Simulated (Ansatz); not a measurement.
Input and command of a plane-wave DFT calculation in Ansatz:

```yaml
crystal:
  lattice:
    - [5.9607281358, 0.0, 0.0]
    - [-2.9803640678, 5.1621419906, 0.0]
    - [0.0, 0.0, 6.557146464]
  atoms:
    - { symbol: Na, position: [0.4169, 0.2659, 0.1196] }
    - { symbol: Na, position: [0.7341, 0.151, 0.7862666667] }
    - { symbol: Na, position: [0.849, 0.5831, 0.4529333333] }
    - { symbol: Na, position: [0.2659, 0.4169, 0.8804] }
    - { symbol: Na, position: [0.151, 0.7341, 0.2137333333] }
    - { symbol: Na, position: [0.5831, 0.849, 0.5470666667] }
    - { symbol: Li, position: [0.4687, 0.0, 0.6666666667] }
    - { symbol: Li, position: [0.0, 0.4687, 0.3333333333] }
    - { symbol: Li, position: [0.5313, 0.5313, 0.0] }
basis:
  ecutwfc: 420
kpoints:
  mp_grid: { grid: [3, 3, 4] }
hamiltonian:
  xc: pbe
scf:
  occupations: { method: gaussian, width: 0.1 }
  lower_state_search: "off"
output:
  forces: true
  stress: true
  eigenvalues: true
relax:
  adjacent_minimum: "off"
  f_tol: 0.04
  max_steps: 70
  cell: { stress_tol: 0.4 }
```

```bash
ansatz run input.yaml --threads 1 --pin off --max-ram 2560MiB --backend cpu --events-out ev --progress --plain --runs-dir out
```

Processor: Intel(R) Xeon(R) 6975P-C (Granite Rapids), 1 thread, on a host shared with other jobs.

Problem. Estimate time, memory and problem size.

Solution. About 88 s on 1 thread of Intel(R) Xeon(R) 6975P-C (Granite Rapids), with other jobs on the host, peak memory 0.53 GiB. It solves 41 bands at 10 k points (the mesh reduced by the symmetry that the task leaves, which can be less than the crystal's) with about 5661 plane waves (on the last cell), in 147 SCF iterations over 23 ionic steps.
